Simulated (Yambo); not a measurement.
```
CELL_PARAMETERS angstrom
      0.00000     2.44410     2.44410
      2.44410     0.00000     2.44410
      2.44410     2.44410     0.00000
ATOMIC_POSITIONS crystal
  Be 0.00000 0.00000 0.00000
  S  0.25000 0.25000 0.25000
```

Workflow: PBEsol (pw.x of Quantum ESPRESSO, ONCV potentials, no spin-orbit coupling), then G0W0 in Yambo (6×6×6 Γ-centred k mesh, bands 2 to 62 and a 10 Ry block in the screening, 62 bands in G with the Bruneval-Gonze terminator, plasmon pole fitted at 27.2 eV).

Task: Give the PBEsol and G0W0 gaps between the band edges found on this mesh, and say where the edges lie.

Result: Edges: Γ → X. PBEsol: 2.98 eV; G0W0: 4.61 eV. Convergence of the G0W0 settings was not tested. 

Geometry strained from the cell relaxed with PBEsol, atoms relaxed again.
